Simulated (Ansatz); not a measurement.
SnS2 (CdI2 type)

```
SnS2
1.0
    3.62596     0.00000     0.00000
   -1.81298     3.14018     0.00000
    0.00000     0.00000     5.57353
Sn S
1 2
Direct
  0.00000   0.00000   0.00000
  0.33333   0.66667   0.26441
  0.66667   0.33333   0.73559
```

The slice is a (-1 1 0 2) plane (indices of the conventional cell) through the point (0.333, 0.667, 0.264) (fractional), spanned by u = [110] and v = [1 -1 1] in vectors of this cell: u (3.63 Å) and v (8.40 Å, at 90° to u). It covers one period; positions are fractions (u, v).

Level of theory: PBEsol-D3(BJ) (plane waves to 420 eV, PAW, scalar-relativistic; Ansatz, a first-principles code). k mesh 11×11×6. These are valence fields of a PAW run, semicore shells included where kept as valence: close to a nucleus they are smooth pseudo fields. SnS2 was relaxed with its symmetry unable to fall. The PAW data are Ansatz's earlier set.

Q: Predict the map of the density of the highest valence band (whole band, smooth part) on the slice.

A: 
```
v \ u   0.00   0.17   0.33   0.50   0.67   0.83
-----  -----  -----  -----  -----  -----  -----
0.86   0.052  0.028  0.005  0.001  0.005  0.028
0.71   0.001  0.002  0.012  0.016  0.012  0.002
0.57   0.010  0.007  0.004  0.004  0.004  0.007
0.43   0.164  0.095  0.019  0.004  0.019  0.095
0.29   0.081  0.042  0.009  0.003  0.009  0.042
0.14   0.042  0.024  0.006  0.001  0.006  0.024
0.00   0.001  0.142  0.033  0.007  0.033  0.142
```

Values: density of the highest valence band (whole band, smooth part) in e/Å³.
